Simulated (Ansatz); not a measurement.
Geometry optimisation in Ansatz: input, command and trajectory.

```yaml
crystal:
  lattice:
    - [2.5189162042, 0.0, 0.0]
    - [0.0, 4.3604771422, 0.0]
    - [0.0, 0.0, 6.61408565]
  atoms:
    - { symbol: C, position: [0.5, 0.6666712096, 0.5] }
    - { symbol: C, position: [0.0, 0.8333287904, 0.5] }
    - { symbol: C, position: [0.5, 0.1666712096, 0.0] }
    - { symbol: C, position: [0.0, 0.3333287904, 0.0] }
    - { symbol: C, position: [0.0, 0.6666712096, 0.0] }
    - { symbol: C, position: [0.5, 0.8333287904, 0.0] }
    - { symbol: C, position: [0.0, 0.1666712096, 0.5] }
    - { symbol: C, position: [0.5, 0.3333287904, 0.5] }
basis:
  ecutwfc: 420
kpoints:
  mp_grid: { grid: [14, 8, 6] }
hamiltonian:
  xc: lda
scf:
  occupations: { method: gaussian, width: 0.1 }
output:
  forces: true
  stress: true
  eigenvalues: true
relax:
  adjacent_minimum: "off"
  f_tol: 0.008
  max_steps: 40
  cell: { stress_tol: 0.015, fix: [a, b, gamma] }
```

```bash
ansatz run input.yaml --threads 1 --pin off --max-ram 2560MiB --backend cpu --events-out ev --progress --plain --runs-dir out
```

Computed with Ansatz 0.2.0, DFT LDA, scalar-relativistic, plane waves, PAW.

Of 9 frames 8 are shown, positions in Å and forces in eV/Å; the SCF threshold varies from step to step. Steps run on the plane waves of an earlier cell, with a Pulay correction in the pressure. The basis is chosen afresh for the last frame, the zero of the energies, and at times for earlier ones too; energy and pressure step there, also at an unchanged geometry.

```xyz
8
Lattice="2.5189 0.0000 0.0000 0.0000 4.3605 0.0000 0.0000 0.0000 6.6141" Properties=species:S:1:pos:R:3:forces:R:3 pbc="T T T" step=1 free_energy_over_end_meV_per_atom=0.31 pressure_GPa=-22.61
C     1.2595    2.9070    3.3070    0.0000    0.0057    0.0000
C     0.0000    3.6337    3.3070    0.0000   -0.0057    0.0000
C     1.2595    0.7268    0.0000    0.0000    0.0057    0.0000
C     0.0000    1.4535    0.0000    0.0000   -0.0057    0.0000
C     0.0000    2.9070    0.0000    0.0000    0.0057    0.0000
C     1.2595    3.6337    0.0000    0.0000   -0.0057    0.0000
C     0.0000    0.7268    3.3070    0.0000    0.0057    0.0000
C     1.2595    1.4535    3.3070    0.0000   -0.0057    0.0000
8
Lattice="2.5189 0.0000 0.0000 0.0000 4.3605 0.0000 0.0000 0.0000 6.7181" Properties=species:S:1:pos:R:3:forces:R:3 pbc="T T T" step=2 free_energy_over_end_meV_per_atom=0.77 pressure_GPa=-22.51
C     1.2595    2.9070    3.3591    0.0000   -0.0018    0.0000
C     0.0000    3.6337    3.3591    0.0000    0.0018    0.0000
C     1.2595    0.7268    0.0000    0.0000   -0.0018    0.0000
C     0.0000    1.4534    0.0000    0.0000    0.0018    0.0000
C     0.0000    2.9070    0.0000    0.0000   -0.0018    0.0000
C     1.2595    3.6337    0.0000    0.0000    0.0018    0.0000
C     0.0000    0.7268    3.3591    0.0000   -0.0018    0.0000
C     1.2595    1.4534    3.3591    0.0000    0.0018    0.0000
8
Lattice="2.5189 0.0000 0.0000 0.0000 4.3605 0.0000 0.0000 0.0000 6.7013" Properties=species:S:1:pos:R:3:forces:R:3 pbc="T T T" step=3 free_energy_over_end_meV_per_atom=0.65 pressure_GPa=-22.53
C     1.2595    2.9070    3.3506    0.0000   -0.0005    0.0000
C     0.0000    3.6337    3.3506    0.0000    0.0005    0.0000
C     1.2595    0.7268    0.0000    0.0000   -0.0005    0.0000
C     0.0000    1.4535    0.0000    0.0000    0.0005    0.0000
C     0.0000    2.9070    0.0000    0.0000   -0.0005    0.0000
C     1.2595    3.6337    0.0000    0.0000    0.0005    0.0000
C     0.0000    0.7268    3.3506    0.0000   -0.0005    0.0000
C     1.2595    1.4535    3.3506    0.0000    0.0005    0.0000
8
Lattice="2.5189 0.0000 0.0000 0.0000 4.3605 0.0000 0.0000 0.0000 6.7013" Properties=species:S:1:pos:R:3:forces:R:3 pbc="T T T" step=4 free_energy_over_end_meV_per_atom=0.03 pressure_GPa=-22.44
C     1.2595    2.9070    3.3506    0.0000   -0.0006    0.0000
C     0.0000    3.6337    3.3506    0.0000    0.0006    0.0000
C     1.2595    0.7268    0.0000    0.0000   -0.0006    0.0000
C     0.0000    1.4535    0.0000    0.0000    0.0006    0.0000
C     0.0000    2.9070    0.0000    0.0000   -0.0006    0.0000
C     1.2595    3.6337    0.0000    0.0000    0.0006    0.0000
C     0.0000    0.7268    3.3506    0.0000   -0.0006    0.0000
C     1.2595    1.4535    3.3506    0.0000    0.0006    0.0000
8
Lattice="2.5189 0.0000 0.0000 0.0000 4.3605 0.0000 0.0000 0.0000 6.7281" Properties=species:S:1:pos:R:3:forces:R:3 pbc="T T T" step=5 free_energy_over_end_meV_per_atom=0.18 pressure_GPa=-22.39
C     1.2595    2.9070    3.3641    0.0000   -0.0015    0.0000
C     0.0000    3.6337    3.3641    0.0000    0.0015    0.0000
C     1.2595    0.7268    0.0000    0.0000   -0.0015    0.0000
C     0.0000    1.4535    0.0000    0.0000    0.0015    0.0000
C     0.0000    2.9070    0.0000    0.0000   -0.0015    0.0000
C     1.2595    3.6337    0.0000    0.0000    0.0015    0.0000
C     0.0000    0.7268    3.3641    0.0000   -0.0015    0.0000
C     1.2595    1.4535    3.3641    0.0000    0.0015    0.0000
8
Lattice="2.5189 0.0000 0.0000 0.0000 4.3605 0.0000 0.0000 0.0000 6.7323" Properties=species:S:1:pos:R:3:forces:R:3 pbc="T T T" step=6 free_energy_over_end_meV_per_atom=0.21 pressure_GPa=-22.38
C     1.2595    2.9070    3.3662    0.0000   -0.0010    0.0000
C     0.0000    3.6337    3.3662    0.0000    0.0010    0.0000
C     1.2595    0.7268    0.0000    0.0000   -0.0010    0.0000
C     0.0000    1.4535    0.0000    0.0000    0.0010    0.0000
C     0.0000    2.9070    0.0000    0.0000   -0.0010    0.0000
C     1.2595    3.6337    0.0000    0.0000    0.0010    0.0000
C     0.0000    0.7268    3.3662    0.0000   -0.0010    0.0000
C     1.2595    1.4535    3.3662    0.0000    0.0010    0.0000
8
Lattice="2.5189 0.0000 0.0000 0.0000 4.3605 0.0000 0.0000 0.0000 6.7323" Properties=species:S:1:pos:R:3:forces:R:3 pbc="T T T" step=7 free_energy_over_end_meV_per_atom=0.00 pressure_GPa=-22.37
C     1.2595    2.9070    3.3662    0.0000   -0.0010    0.0000
C     0.0000    3.6337    3.3662    0.0000    0.0010    0.0000
C     1.2595    0.7268    0.0000    0.0000   -0.0010    0.0000
C     0.0000    1.4535    0.0000    0.0000    0.0010    0.0000
C     0.0000    2.9070    0.0000    0.0000   -0.0010    0.0000
C     1.2595    3.6337    0.0000    0.0000    0.0010    0.0000
C     0.0000    0.7268    3.3662    0.0000   -0.0010    0.0000
C     1.2595    1.4535    3.3662    0.0000    0.0010    0.0000
8
Lattice="2.5189 0.0000 0.0000 0.0000 4.3605 0.0000 0.0000 0.0000 6.7404" Properties=species:S:1:pos:R:3:forces:R:3 pbc="T T T" step=9 free_energy_over_end_meV_per_atom=0.00 pressure_GPa=-22.35
C     1.2595    2.9070    3.3702    0.0000    0.0000    0.0000
C     0.0000    3.6337    3.3702    0.0000    0.0000    0.0000
C     1.2595    0.7268    0.0000    0.0000    0.0000    0.0000
C     0.0000    1.4535    0.0000    0.0000    0.0000    0.0000
C     0.0000    2.9070    0.0000    0.0000    0.0000    0.0000
C     1.2595    3.6337    0.0000    0.0000    0.0000    0.0000
C     0.0000    0.7268    3.3702    0.0000    0.0000    0.0000
C     1.2595    1.4535    3.3702    0.0000    0.0000    0.0000
```

It took 2.2 min on 1 thread of Arm Neoverse V1, on a shared host, peak memory 0.45 GiB.

The cell holds layers, and where no dispersion correction was added their binding is poorly described.